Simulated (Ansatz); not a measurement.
A geometry of Ti$_{3}$Al away from equilibrium: step 2 of the relaxation of a generated cell, Ti3Al placed in the AFLOW prototype AB3_hR8_148_c_f (D0_5, as in BiI3). Calculation: PBE (plane waves to 420 eV, PAW, scalar-relativistic; Ansatz, an electronic-structure program). Γ-centred k-mesh 7×7×7 on the run's cell (coarser than for final values), Fermi–Dirac smearing 0.05 eV.

```
CELL_PARAMETERS angstrom
      2.77754     1.60361     5.22431
     -2.77754     1.60361     5.22431
      0.00000    -3.20723     5.22431
ATOMIC_POSITIONS crystal
  Al 0.33332 0.33332 0.33332
  Al 0.66668 0.66668 0.66668
  Ti 0.09733 0.78730 0.40744
  Ti 0.40744 0.09733 0.78730
  Ti 0.78730 0.40744 0.09733
  Ti 0.90267 0.21270 0.59256
  Ti 0.59256 0.90267 0.21270
  Ti 0.21270 0.59256 0.90267
```

Which atoms carry the largest force, and which way does it point?

1.73 eV/Å, on Ti3, Ti4, Ti5, Ti6, Ti7, Ti8 (atoms numbered as listed); on Ti4 its components are (-0.59, -0.92, 1.34).

What is the pressure?

+7.2 GPa, compression positive.

How much energy per atom can still be gained by relaxing?

0.37 eV/atom; the path ends in R-3 (No. 148).

No spin polarisation in the result.

The run could not lose the symmetry of its start: the end is stationary, and may be a saddle point rather than a minimum.

The end of the path is a generated cell of Ti3Al: the first start was made by placing the elements on the sites of a structure type, and the end was not matched to a known phase here, so it may be hypothetical. Known forms of Ti3Al include space group No. 194.
